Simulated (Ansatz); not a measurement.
Given:

TaS2:
```yaml
crystal:
  lattice:
    - [1.64573, 0.95016, 11.65810]
    - [-1.64573, 0.95016, 11.65810]
    - [0.00000, -1.90032, 11.65810]
  atoms:
    - { symbol: Ta, position: [0.08158, 0.08158, 0.08158] }
    - { symbol: Ta, position: [0.91842, 0.91842, 0.91842] }
    - { symbol: S, position: [0.20780, 0.20780, 0.20780] }
    - { symbol: S, position: [0.79220, 0.79220, 0.79220] }
    - { symbol: S, position: [0.37102, 0.37102, 0.37102] }
    - { symbol: S, position: [0.62898, 0.62898, 0.62898] }
```

This is the LDA-relaxed structure.

Q: All from LDA in the plane-wave PAW code Ansatz, unless another level is named. Give the electronic character.

A: metallic (no gap).

Q: What about the formation energy from the elements (no fitted shifts)?

A: -1.13 eV/atom.

Q: Predict the density of states at the Fermi level.

A: 0.51 states/eV per atom (mean over ±0.08 eV).

Space group R-3m. The workflow started from a Materials Project entry (that database holds measured and hypothetical structures alike); the Crystallography Open Database files this formula in space group No. 166, but the cells were not matched. Whether it is the stable phase at ambient conditions was not checked. The cell was relaxed with LDA under the symmetry of its start; whether a distortion lowers the energy is not shown. No spin polarisation was allowed. A crystal of weakly bound layers computed without a dispersion correction: the cell and the soft elastic constants depend strongly on that. The references are the lowest solids computed at this level, not always the standard phases. Scalar-relativistic: spin–orbit coupling is off unless named, which matters more the heavier the elements.

Potentials: the later of the program's two PAW sets.
